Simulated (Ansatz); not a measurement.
# A plane-wave run on Li$_{2}$CoSnS$_{4}$

The input, for Ansatz 0.2.0 (plane waves, PAW):

```yaml
crystal:
  lattice:
    - [6.445687, 0.0, 0.0]
    - [0.0, 6.826949, 0.0]
    - [0.001687, 0.0, 8.068692]
  atoms:
    - { symbol: Li, position: [0.296, 0.1626, 0.447] }
    - { symbol: Li, position: [0.796, 0.8374, 0.947] }
    - { symbol: Li, position: [0.308, 0.66, 0.207] }
    - { symbol: Li, position: [0.808, 0.34, 0.707] }
    - { symbol: Co, position: [0.7995, 0.32729, 0.2065] }
    - { symbol: Co, position: [0.2995, 0.67271, 0.7065] }
    - { symbol: Sn, position: [0.29901, 0.17253, 0.95221] }
    - { symbol: Sn, position: [0.79901, 0.82747, 0.45221] }
    - { symbol: S, position: [0.4287, 0.3297, 0.1985] }
    - { symbol: S, position: [0.9287, 0.6703, 0.6985] }
    - { symbol: S, position: [0.9231, 0.183, 0.9564] }
    - { symbol: S, position: [0.4231, 0.817, 0.4564] }
    - { symbol: S, position: [0.4177, 0.837, 0.9502] }
    - { symbol: S, position: [0.9177, 0.163, 0.4502] }
    - { symbol: S, position: [0.424, 0.342, 0.7082] }
    - { symbol: S, position: [0.924, 0.658, 0.2082] }
  symmetry: { tolerance: 0.0003 }
kpoints:
  mp_grid: { grid: [5, 5, 4], shift: [0, 0, 0] }
magnetization:
  spin_polarized: false
scf:
  occupations: { method: fermi_dirac }
  lower_state_search: "off"
  max_iter: 200
hamiltonian:
  pseudopotentials: { kind: paw }
  xc: pbe
basis:
  ecutwfc: 420
  fft_grid_basis: typed
output:
  forces: true
  stress: true
  eigenvalues: true
  populations: true
  elf: true
  write_potential: true
  volumetric_format: npy
  dos:
    e_range: [-12, 8]
    de: 0.05
    projected: { site_lists: { Co: [Co], Li: [Li], S: [S], Sn: [Sn] } }
checkpoint:
  read: saved_state
```

The run starts from an earlier solution of this cell. 

Parts of the output:

```
Free energy (F): -30345.0025 eV
Harris-Foulkes:  -30345.0025 eV  (|F-HF|=6.97e-8)
Internal energy: -30344.2458 eV  (E = F + TS)
E sigma→0 (E₀):  -30344.6241 eV
Entropy (-TS):   -0.7567 eV (-47.293 meV/atom)
Fermi energy:    4.7398 eV
--- Per-component energies (eV) ---
  E_band       = -1652.8964
  E_kinetic    = 2204.9239
  E_local      = -14176.6889  (includes V_loc(G=0)·N_el)
  E_nonlocal   = 959.1474
  E_hartree    = 6252.5569
  E_xc         = -1890.8720
  E_vxc        = -1341.4180  (∫ρ·V_xc dr)
  E_paw        = -16205.7585  (= ΣΔE_a)
  E_vpaw       = -1803.9595  (= ΣTr[D̂ρ^β])
  E_aug_tail   = 0.0002  (compensation charges beyond the density's cutoff)
  E_ewald      = -7487.5547
  E_smearing   = -0.7567  (= −TS)
--- Forces (eV/Å), atoms counted from 1 ---
  atom   1  Li     0.1055    -0.0135     0.1150
  atom   2  Li     0.1055     0.0135     0.1150
  atom   3  Li    -0.0984     0.0713    -0.1102
  atom   4  Li    -0.0984    -0.0713    -0.1102
  atom   5  Co     0.0944     0.1347     0.0127
  atom   6  Co     0.0944    -0.1347     0.0127
  atom   7  Sn    -0.0639     0.0731    -0.1239
  atom   8  Sn    -0.0639    -0.0731    -0.1239
  atom   9  S      1.1784    -0.0222     0.3240
  atom  10  S      1.1784     0.0222     0.3240
  atom  11  S     -0.6280     0.2661     0.8807
  atom  12  S     -0.6280    -0.2661     0.8807
  atom  13  S     -0.2658    -0.8324    -0.8344
  atom  14  S     -0.2658     0.8324    -0.8344
  atom  15  S     -0.3221     1.0160    -0.2639
  atom  16  S     -0.3221    -1.0160    -0.2639
--- Stress (GPa, compression-positive) ---
       -2.1262       0.0000       0.0624
        0.0000      -1.8709       0.0000
        0.0624       0.0000      -2.4135
  P = ⅓ Tr σ = -2.1369 GPa (-21.369 kbar)
--- Löwdin populations: 16 sites ---
  site symbol       q [e]
     0     Li      2.3624
     1     Li      2.3624
     2     Li      2.3663
     3     Li      2.3663
     4     Co     16.2979
     5     Co     16.2979
     6     Sn     13.1641
     7     Sn     13.1641
     8      S      6.5983
     9      S      6.5983
    10      S      6.6034
    11      S      6.6034
    12      S      6.5882
    13      S      6.5882
    14      S      6.5800
    15      S      6.5800
  spilling = 0.0072 (of n_electrons = 122.0000)
```

Absolute energies hang on the potentials; compare differences alone.

Origin: a database entry at a rescaled volume. Caveats: no spin polarisation, so a magnetic state may lie lower.
